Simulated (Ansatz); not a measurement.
Polymorphs of GeSe, each relaxed with the program Ansatz at the LDA level (PAW):

A: rock salt (Fm-3m)
a = b = c = 5.5154 Å, α = β = γ = 90.00°

| atom | site | symmetry | x | y | z |
|---|---|---|---|---|---|
| Ge | 4a | m-3m | 0.0000 | 0.0000 | 0.0000 |
| Se | 4b | m-3m | 0.5000 | 0.5000 | 0.5000 |

B: Pnma
a = 10.630 Å, b = 3.833 Å, c = 4.200 Å, α = β = γ = 90.00°

| atom | site | symmetry | x | y | z |
|---|---|---|---|---|---|
| Ge | 4c | .m. | 0.1195 | 0.2500 | 0.1054 |
| Se | 4c | .m. | 0.3564 | 0.2500 | 0.0081 |

Order them by energy per atom at 0 K (lowest first) at the level LDA.

A (+0 meV/atom), B (+13 meV/atom)

Give each one's gap.

A no gap; B 0.26 eV.

Not the usual ambient phase: A. Weakly bound layers, chains or molecules computed without a dispersion correction, so cells and soft constants are ill determined: B. Unstable at this level: A. All cells were relaxed under the symmetry of their starts (and spin orders); stability against distortions was not tested throughout. Spin–orbit coupling is left out wherever it is not named.

Energies hold the estimated change up to a 700 eV cutoff; steps of a few meV lie near the error of the meshes.

Potentials: the later of the program's two PAW sets.
